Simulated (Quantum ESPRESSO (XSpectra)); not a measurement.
The core hole at the B K edge of AlBO3 (R-3c)

```
CELL_PARAMETERS angstrom
      2.25274     1.30062     4.63431
     -2.25274     1.30062     4.63431
      0.00000    -2.60124     4.63431
ATOMIC_POSITIONS crystal
  Al 0.50000 0.50000 0.50000
  Al 0.00000 0.00000 0.00000
  B  0.75000 0.75000 0.75000
  B  0.25000 0.25000 0.25000
  O  0.75000 0.44209 0.05791
  O  0.25000 0.55791 0.94209
  O  0.05791 0.75000 0.44209
  O  0.94209 0.25000 0.55791
  O  0.44209 0.05791 0.75000
  O  0.55791 0.94209 0.25000
```

Geometry: Materials Project entry mp-8110 (a computed structure). The cell is the entry's, not relaxed again.

Absorber: atom 3, B on Wyckoff site a (site symmetry 32), with 3 O at 1.39 Å.

Model: LDA, no, half or full core hole, dipole K-edge X-ray absorption, plane waves, Troullier-Martins potentials made with ld1.x, scalar-relativistic, no spin, constant broadening; program: Quantum ESPRESSO (XSpectra).

Full-hole run: 60-atom cell (absorber images 7.8 Å apart), 70 Ry, k meshes 2×2×2 (SCF) and 3×3×3 (spectrum), Lorentzian half width 0.5 eV. The ground-state test found a gap, so occupations are fixed and the excited electron is left out (charged cell on a uniform background); energies count from the highest occupied level. Field directions run: x; z, weighted by the site's symmetry in the crystal. Intensities are scaled to a mean of 1 over 0–35 eV.

The half-hole run shares these settings; the run without a hole takes the primitive cell with a 6×6×6 mesh.

```
core hole              mean 0–10 eV  mean 10–20 eV  mean 20–30 eV  highest value below 30 eV
---------------------  ------------  -------------  -------------  -------------------------
none (primitive cell)          0.59           1.38           1.13                        2.4
half                           0.77           1.65           0.78                        4.0
full                           1.35           1.30           0.61                        4.4
```

From no hole to a full hole the mean over the first 10 eV goes from 0.59 through 0.77 to 1.35: the hole pulls absorption towards the edge. The cell size was not varied. Each run counts from its own energy zero.
